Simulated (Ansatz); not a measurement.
## Nb$_{3}$Au$_{2}$: pressure against volume

A database entry relaxed whole under r2SCAN (I4/mmm):

```
Nb Au
1.0
    -1.70047    1.70047    7.65183
     1.70047   -1.70047    7.65183
     1.70047    1.70047   -7.65183
Nb Au
3 2
Cartesian
  0.0000 0.0000 6.1166
  0.0000 0.0000 9.1870
  0.0000 0.0000 0.0000
  0.0000 0.0000 3.0506
  0.0000 0.0000 12.2531
```

The cell was scaled uniformly, its shape held, and the atoms relaxed at each volume with plane-wave PAW DFT (Ansatz 0.2.0; r2SCAN, 500 eV, 11×11×11 Γ-centred mesh, fermi-dirac occupations of width 0.100 eV; no spin, no spin-orbit coupling). One row is withheld.

```json
{"volume (Å³/atom)": "16.639", "energy over the lowest (meV/atom)": "40.5", "pressure (GPa)": "13.17"}
{"volume (Å³/atom)": "16.993", "energy over the lowest (meV/atom)": "?", "pressure (GPa)": "?"}
{"volume (Å³/atom)": "17.347", "energy over the lowest (meV/atom)": "4.0", "pressure (GPa)": "3.88"}
{"volume (Å³/atom)": "17.701", "energy over the lowest (meV/atom)": "0.0", "pressure (GPa)": "-0.05"}
{"volume (Å³/atom)": "18.055", "energy over the lowest (meV/atom)": "4.2", "pressure (GPa)": "-3.55"}
{"volume (Å³/atom)": "18.409", "energy over the lowest (meV/atom)": "15.8", "pressure (GPa)": "-6.66"}
{"volume (Å³/atom)": "18.763", "energy over the lowest (meV/atom)": "33.8", "pressure (GPa)": "-9.43"}
```

**Question.** Fit the pressures of the other rows to the third-order Birch-Murnaghan form.

**Answer.** With f = [(V₀/V)^(2/3) − 1]/2 and P = 3B₀f(1 + 2f)^(5/2)[1 + 3(B₀′ − 4)f/2], least squares gives V₀ = 17.70 Å³ an atom, B₀ = 185 GPa and B₀′ = 4.7; the rows miss the fit by less than 0.01 GPa. The slope of the energies differs from these pressures by 0.10 GPa, since they are taken to zero smearing while pressures follow the free energy.

**Question.** What does the withheld row hold?

**Answer.** The fit gives 8.25 GPa at 16.993 Å³; the run gave 8.26 GPa and 17.1 meV an atom.

Caveats: the shape of the cell was held, so B₀ is an upper bound where the axes differ in stiffness; 0 K, fixed nuclei; the symmetry was kept, and this need not be the phase that is stable at 0 K; one mesh for all volumes; pressure is positive in compression.
